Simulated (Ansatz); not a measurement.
Sn:
```
CELL_PARAMETERS angstrom
     -4.05133     4.05133     4.05133
      4.05133    -4.05133     4.05133
      4.05133     4.05133    -4.05133
ATOMIC_POSITIONS crystal
  Sn 0.50000 0.75000 0.25000
  Sn 0.25000 0.50000 0.75000
  Sn 0.75000 0.50000 0.25000
  Sn 0.50000 0.25000 0.75000
  Sn 0.25000 0.75000 0.50000
  Sn 0.75000 0.25000 0.50000
```

Relaxed with r²SCAN.

Task: Map the valence electron density (e/Å³), cut off at 1 on the plane through (0.250, 0.500, 0.750) spanned by u = [1, 1, 0] and v = [1, 0, 1] in lattice vectors, from r²SCAN in the plane-wave PAW code Ansatz.

Result: x is the fraction of u, y of v (the angle between them is 90°; rows are the nearest grid lines); atoms in the plane: Sn at (0.00, 0.00), Sn at (0.00, 0.50), Sn at (0.25, 0.75), Sn at (0.75, 0.75).
```
|9999942110000000000000000000000112499999|
|9999742211100000000000000000011122479999|
|9999533221111000000000000001111223359999|
|4443333344433211000000001123344433333444|
|1122235999999942110000112499999995322211|
|1111249999999994211001124999999999421111|
|0111249999999994211111124999999999421110|
|1112247999999963211001123699999997422111|
|2222334579996421100000011246999754332222|
|9975433322221110000000000111222233345799|
|9999533221111000000000000001111223359999|
|9999942110000000000000000000000112499999|
|9999932100000000000000000000000012399999|
|9999421000000000000000000000000001249999|
|9964211000000000000000000000000001124699|
|2221100000000000000000000000000000011222|
|1110000000000000000000000000000000000111|
|0000000000000000000000000000000000000000|
|1000000000000000000000000000000000000001|
|1111000000000000000000000000000000001111|
|4432110000000000000000000000000000112344|
|9999421000000000000000000000000001249999|
|9999631100000000000000000000000011369999|
|9999942110000000000000000000000112499999|
```
Scale: ten equal steps from 0.000 (start of '0') to 1.00 (end of '9'), in the order '0123456789'; x runs from 0.000 to 1.00, y from 0.000 (bottom) to 1.00 (top).

The density is the valence pseudo-density with augmentation charge, so density and ELF within about 1 Å of a nucleus are not all-electron values.

Space group Im-3m. The start of the workflow was typed in or built on a structure type; the Crystallography Open Database copy checked does not list it. It is not the phase usual at ambient conditions (space group No. 141). The cell was relaxed with r²SCAN under the symmetry of its start; whether a distortion lowers the energy is not shown. The volume moved by 33 % from the start of the relaxation. Scalar-relativistic: spin–orbit coupling is off unless named, which matters more the heavier the elements.

Potentials: the earlier of the program's two PAW sets.
